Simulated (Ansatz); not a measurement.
How much does the functional matter for the cell of KCdCO$_{3}$F?

The starting cell is an entry of the Crystallography Open Database, a measured cell (2015, 293 K):

```
K Cd C O F
1.0
     5.13490    0.00000    0.00000
    -2.56745    4.44695    0.00000
     0.00000    0.00000    8.84600
K Cd C O F
2 2 2 6 2
Direct
  0.66667 0.33333 0.50000
  0.66667 0.33333 0.00000
  0.00000 0.00000 0.25000
  0.00000 0.00000 0.75000
  0.33333 0.66667 0.25000
  0.33333 0.66667 0.75000
  0.40620 0.94530 0.25000
  0.53910 0.59380 0.25000
  0.05470 0.46090 0.25000
  0.05470 0.59380 0.75000
  0.40620 0.46090 0.75000
  0.53910 0.94530 0.75000
  0.00000 0.00000 0.50000
  0.00000 0.00000 0.00000
```

Atoms and cell were relaxed at zero pressure with plane-wave PAW DFT (Ansatz 0.2.0; one set of PAW datasets, made under PBE, for all functionals; 420 eV, r2SCAN 500 eV; 6×6×4 Γ-centred mesh, fermi-dirac occupations of width 0.020 eV; no spin polarisation, no spin-orbit coupling, no dispersion correction), keeping the symmetry (P-6c2, No. 188).

Q: Which functional gives the smallest cell, and how wide is the spread?

A: The relaxed conventional cells:

```csv
functional,a (Å),c (Å),volume (Å³/atom),formation energy (eV/atom)
LDA,5.028,8.731,13.65,-1.991
PBEsol,5.130,8.912,14.51,-1.808
PBE,5.232,9.069,15.36,-1.771
r2SCAN,5.124,8.907,14.47,-1.933
the entry,5.135,8.846,14.43,–
```

LDA gives the smallest volume and PBE the largest, 12.5 % more, the usual order, since LDA overbinds and PBE's gradient terms loosen the lattice. Against the entry's volume: LDA -5.4 %, PBEsol +0.6 %, PBE +6.4 %, r2SCAN +0.3 %; r2SCAN and PBEsol come about as near. The formation energies span 0.22 eV an atom, lowest under LDA.

Caveats: each relaxation keeps the start's symmetry, so a distorted cell may lie lower; computed cells are at 0 K with fixed nuclei, while the entry holds thermal expansion, often some tenths of a per cent in volume and more in soft crystals; formation energies are at zero smearing against the elements' usual phases under the same functional, gases as free molecules, uncorrected.
